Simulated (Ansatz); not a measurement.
## MgAu: moving Au off its site

MgAu, Pm-3m, a = 3.259 Å (as given, not relaxed at this level: 1.1 GPa). The structure is a COD entry; whether it is the stable form wasn't checked. Ansatz: r2SCAN, PAW, 500 eV, Γ-centred 14×14×14 mesh on 2 atoms, Gaussian smearing 0.15 eV; no spin polarisation.

```yaml
crystal:
  lattice:
    - [3.25900, 0.00000, 0.00000]
    - [0.00000, 3.25900, 0.00000]
    - [0.00000, 0.00000, 3.25900]
  atoms:
    - { symbol: Mg, position: [0.50000, 0.50000, 0.50000] }
    - { symbol: Au, position: [0.00000, 0.00000, 0.00000] }
```

Atom 2 (Au) moves by x along the unit vector (-1.000, 0.000, 0.000), with its periodic images; all else is held. y is the free energy of the cell over the start, F the force along the path summed over the moved atoms. Symmetry makes y even in x.

```tsv
x (Å)	y (meV)	F (eV/Å)
-0.200	67.0	0.67
-0.100	16.7	0.33
0.000	0.0	0.00
0.050	4.2	-0.17
0.075	?	?
0.125	26.1	-0.42
0.150	37.7	-0.50
0.175	51.3	-0.59
```

**Question.** Fit y = c2 x² + c4 x⁴ to the energies of the other rows, give the force constant, and predict energy and force of the missing row.

**Answer.** Least squares on the rows shown. y = 1672 x² + 95.78 x⁴. The force constant is 2 c2 = 3.34 eV/Å² (for all images moving together, not for a lone atom). With two atoms in a cubic cell this is the optical mode at Γ (in a metal it hangs on mesh and smearing): ω = 521.5 √(2 c2/μ) = 205 cm⁻¹ for μ = 21.64 u. The force −dy/dx at the missing row is -0.25 eV/Å (computed -0.25). At x = 0.075 the fit asked for gives 9.4 meV. The run gave 9.4 meV, the same to the digits shown.

Spin–orbit coupling is left out, which can shift energies with elements as heavy as these.